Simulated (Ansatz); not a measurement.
## Zn$_{3}$Cu: how the plane-wave cutoff moves the results

Level of theory: Ansatz 0.2.0, DFT PBEsol, scalar-relativistic, plane waves, PAW.

```xyz
4
Lattice="1.5150 -2.1666 0.0000 1.5150 2.1666 0.0000 0.0000 0.0000 8.5410" Properties=species:S:1:pos:R:3 pbc="T T T"
Zn    1.5150    0.0000    6.5226
Zn    0.0000    0.0000    4.2705
Zn    1.5150    0.0000    2.0184
Cu    0.0000    0.0000    0.0000
```

```
Γ-centred k-mesh               : 16×16×6
occupation rule                : Gaussian smearing, 0.1 eV
spin treatment                 : unpolarised
valence charge of the PAW sets : Zn 12, Cu 19
```

The atoms stay fixed while the plane-wave cutoff is varied. ΔE is the energy extrapolated to zero smearing, less that of the reference run (500 eV). The cell isn't necessarily relaxed at this level. Pressure is positive in compression and holds a correction for the finite cutoff (Pulay stress).

(1) Tried: 250, 300, 350, 420, 500 eV. From which plane-wave cutoff on does the energy per atom stay within 100, 10 and 1 meV of the reference?

Answers

(1) 350 for 100 meV, 420 for 10 meV, none but the reference for 1 meV. The reference itself isn't shown to be converged. At 420 eV, where the energy is within 10 meV, force components already agree to within 0.001 eV/Å, where the largest force is 0.011 eV/Å.

```
cutoff (eV)  ΔE (meV/atom) P (GPa) largest change of a force component (eV/Å) plane waves at Γ
        250           1499    -4.71                                       0.160               513
        300            160    -4.04                                       0.039               675
        350           11.2    -5.88                                       0.005               825
        420           1.66    -5.97                                       0.001              1091
        500           0.00    -5.99                                       0.000              1417
```